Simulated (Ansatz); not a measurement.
A run on Gd: DFT, PBE, norm-conserving pseudopotentials, Ansatz's default files, scalar-relativistic (Ansatz 0.2.0).

Command: `ansatz run input.yaml --threads 4 --pin off --max-ram 10240MiB --backend cpu --events-out ev --progress --plain --runs-dir out`

```yaml
crystal:
  lattice:
    - [3.6481802608, 0.0, 0.0]
    - [-1.8240901304, 3.1594167835, 0.0]
    - [0.0, 0.0, 5.8344455104]
  atoms:
    - { symbol: Gd, position: [0.3333333333, 0.6666666667, 0.25], spin: 7.0 }
    - { symbol: Gd, position: [0.6666666667, 0.3333333333, 0.75], spin: 7.0 }
magnetization:
  spin_polarized: true
kpoints:
  mp_grid: { grid: [16, 16, 9] }
scf:
  occupations: { method: fermi_dirac, width: 0.05 }
hamiltonian:
  xc: pbe
  pseudopotentials: { kind: nc }
output:
  forces: true
  stress: true
  eigenvalues: true
```

Question: How does the run end?

Answer: It is refused before any iteration. The log ends:
```
Error: no pseudopotential record for Gd at <dir> Nothing was run.
  By this build's list the table `kind: nc`, `accuracy: standard` of `hamiltonian.pseudopotentials` has no Gd in this build's library.
Fix: take Gd from another table that serves this run, or name a record of your own for Gd alone.
  `kind`, and `accuracy` or `source` (`level` with this project's own files alone, `core` of norm-conserving files with no table named), under `hamiltonian.pseudopotentials` apply to every element of the deck. For PBE this build's library has files of Gd, which may not all serve this run, under
    kind: nc       accuracy: lanthanide_3plus (`lanthanide_3plus` for 3+ ions alone)
    kind: paw      source: ansatz, or accuracy: standard or stringent (the limits of `source: ansatz`: that key's Limitations)
  To change Gd alone, name a record of the deck's `kind` under `hamiltonian.pseudopotentials.azcp`, as `Gd: <path>` (`python -m ansatz.pseudopotential add <file.upf> <file.azcp>` makes one from a UPF file).
  `python` is the interpreter of the environment that holds the engine's wheel, or a checkout's `.venv/bin/python`.
```
